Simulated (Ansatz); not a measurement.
Relaxed-ion elastic tensor of BN in space group P6_3mc (No. 186; B on 2a, B on 2b, N on 2a, N on 2b) in GPa (Voigt order), r²SCAN in the plane-wave PAW code Ansatz; density 3.50 g/cm³, 5.89 Å³ per atom.

```
 967   138  69.5   0.0   0.0   0.0
 138   967  69.5   0.0   0.0   0.0
69.5  69.5  1040   0.0   0.0   0.0
 0.0   0.0   0.0   361   0.0   0.0
 0.0   0.0   0.0   0.0   361   0.0
 0.0   0.0   0.0   0.0   0.0   415
```

Task: Is the crystal mechanically stable?

Result: Yes: the smallest eigenvalue of C is 361 GPa.

Task: Work out the Voigt, Reuss and Hill averages.

Result: K_V = 392, K_R = 392, K_H = 392; G_V = 407, G_R = 402, G_H = 405 GPa.

Task: Give Young's modulus, Poisson's ratio, Pugh's ratio and the universal anisotropy index.

Result: E = 9KG/(3K + G) = 903 GPa; ν = 0.12; K/G = 0.97 (brittle by the Pugh limit of 1.75); A_U = 5G_V/G_R + K_V/K_R − 6 = 0.06.

Task: Estimate the sound speeds and the Debye temperature.

Result: v_l = √((K + 4G/3)/ρ) = 16300 m/s, v_t = √(G/ρ) = 10800 m/s, mean 11800 m/s; Θ = (h/k)(3n/4πV)^(1/3) v_m = 1940 K.

Task: Solve the Christoffel equation for the three sound speeds along x, y, z.

Result: Eigenvalues of C_ijkl n_j n_l equal ρv² (piezoelectric stiffening left out). In km/s, slowest first: x 10.15, 10.88, 16.62; y 10.15, 10.88, 16.62; z 10.15, 10.15, 17.24.

Task: How much does each axis shrink under pressure?

Result: Linear compressibilities β_i = Σ_j S_ij (j = 1 to 3): x 0.85, y 0.85, z 0.85 per TPa.

The cell is a constructed one: a structure type filled with these elements. Its sites differ from those of the usual phase in this space group: another stacking or structure type. Symmetry was held in the r²SCAN relaxation; phonons on a q-mesh show no instability.

Potentials: the later of the program's two PAW sets.
